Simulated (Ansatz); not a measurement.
A geometry of Li away from equilibrium: step 6 of the relaxation of a generated cell, Li placed in the AFLOW prototype A_cP8_198_2a (as in N2). All values below come from r2SCAN (plane waves to 500 eV, PAW, scalar-relativistic; Ansatz, an electronic-structure program). Γ-centred k-mesh 6×6×6 on the run's cell (coarser than for final values), Fermi–Dirac smearing 0.05 eV. The plane waves were selected for a different cell earlier on the path.

```
Li
1.0
    5.24681     0.00000     0.00000
    0.00000     5.24681     0.00000
    0.00000     0.00000     5.24681
Li
8
Cartesian
  0.66945   0.66945   0.66945
  3.29286   1.95396   4.57736
  4.57736   3.29286   1.95396
  1.95396   4.57736   3.29286
  4.61204   4.61204   4.61204
  1.98863   3.25818   0.63477
  0.63477   1.98863   3.25818
  3.25818   0.63477   1.98863
```

Task: Give the Cartesian forces on all atoms (eV/Å).

Result: 
```
atom     Fx     Fy     Fz
----  -----  -----  -----
Li1    0.45   0.45   0.45
Li2    0.45  -0.45  -0.45
Li3   -0.45   0.45  -0.45
Li4   -0.45  -0.45   0.45
Li5   -0.51  -0.51  -0.51
Li6   -0.51   0.51   0.51
Li7    0.51  -0.51   0.51
Li8    0.51   0.51  -0.51
```

The path ends in Pa-3 (No. 205). No spin polarisation in the result.

The run could not lower the symmetry of its start; a shaken copy of this end point relaxes with r2SCAN to Cmcm (No. 63) at a tolerance of 0.01 Å, P6₃/mmc (No. 194) at 0.1 Å, 0.03 eV/atom lower.

The end of the path is a generated cell of Li: the first start was made by placing the elements on the sites of a structure type, and the end was not matched to a known phase here, so it may be hypothetical. Known forms of Li include space group No. 229.
